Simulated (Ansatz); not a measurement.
# SnSe: computed property card

SnSe:
```yaml
crystal:
  lattice:
    - [5.08389, 0.00000, 0.00000]
    - [-2.54194, 4.40277, 0.00000]
    - [0.00000, 0.00000, 6.15050]
  atoms:
    - { symbol: Sn, position: [0.66667, 0.33333, 0.04060] }
    - { symbol: Sn, position: [0.33333, 0.66667, 0.54060] }
    - { symbol: Se, position: [0.66667, 0.33333, 0.58460] }
    - { symbol: Se, position: [0.33333, 0.66667, 0.08460] }
```

Space group P6_3mc (No. 186); conventional cell a = b = 5.084 Å, c = 6.151 Å, α = β = 90.00°, γ = 120.00°.

Method: plane-wave PAW HSE06 (Ansatz code). Geometry: relaxed at this level of theory. Other levels are named where they apply.

### Cell and energy

Volume per atom: 34.42 Å³
Density: 4.77 g/cm³

### Electronic structure

* **Band gap**: 1.17 eV (direct)
* **Valence-band maximum**: at H
* **Conduction-band minimum**: at H (2 equivalent valleys)

### Mechanics

- Bulk modulus (Birch–Murnaghan fit) = 30.2 GPa
- Pressure derivative B′ = 5.3

The cell is a constructed one: a structure type filled with these elements; neither database checked (COD, Materials Project) lists it. It is not the phase usual at ambient conditions (space group No. 62). Symmetry was held in the HSE06 relaxation; its stability against distortions is not shown here. The hybrid was solved on a coarse mesh, the path and, where they were found, the r²SCAN edge points; its band edges are the extreme levels among these. Spin–orbit coupling is left out wherever it is not named.

Potentials: the later of the program's two PAW sets.
